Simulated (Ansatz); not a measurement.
Calculated 11B NMR of the central transition for BN

Cell: a COD entry (the entry's cell lengths or inner coordinates differ somewhat from later room-temperature determinations), taken as it stands.

```
B N
1.0
     2.49824    0.00000    0.00000
    -1.24912    2.16354    0.00000
     0.00000    0.00000    6.63570
B N
2 2
Cartesian
  0.0000 1.4424 1.6589
  1.2491 0.7212 4.9768
  0.0000 1.4424 4.9768
  1.2491 0.7212 1.6589
```

Sites (sets of like atoms) are named by element and the number of their first atom in this list.

All values are calculated (Ansatz; DFT, PBE, plane waves and PAW, scalar-relativistic, 420 eV cutoff, Γ-centred 14×14×5 k-points, Fermi–Dirac smearing 0.02 eV), not measured.

11B has I = 3/2 and Q = 40.59 mb (Pyykkö 2018); at 35.2 T its Larmor frequency is ν₀ = 480.9 MHz. Only the quadrupole interaction is simulated: positions count from each site's isotropic chemical shift, and J coupling is left out, as are shift anisotropy and dipolar coupling, which fast spinning averages.

**Question.** Simulate the second-order pattern (fast magic-angle spinning, Gaussian broadening 0.03 kHz) of site B (3 N at 1.44 Å).

**Answer.** The calculation gives C_Q = 2.78 MHz and η = 0.00, so ν_Q = 1.39 MHz and the centre of gravity lies at -0.835 ppm (-0.401 kHz).

```
offset (kHz)  height
     -1.0465       0
     -1.0219       0
     -0.9974       3
     -0.9728       4
     -0.9482       5
     -0.9236       5
     -0.8990       5
     -0.8745       5
     -0.8499       5
     -0.8253       5
     -0.8007       5
     -0.7761       5
     -0.7515       5
     -0.7270       6
     -0.7024       6
     -0.6778       6
     -0.6532      13
     -0.6286      65
     -0.6041      72
     -0.5795      50
     -0.5549      42
     -0.5303      38
     -0.5057      36
     -0.4812      34
     -0.4566      33
     -0.4320      33
     -0.4074      33
     -0.3828      33
     -0.3582      33
     -0.3337      34
     -0.3091      36
     -0.2845      37
     -0.2599      40
     -0.2353      44
     -0.2108      51
     -0.1862      65
     -0.1616     100
     -0.1370      67
     -0.1124       5
     -0.0878       0
```

An axis of threefold or higher order runs through B, so V_zz lies along it and η is zero.

At this cell the PBE pressure is 5 GPa, so with PBE the cell would grow if it were relaxed.
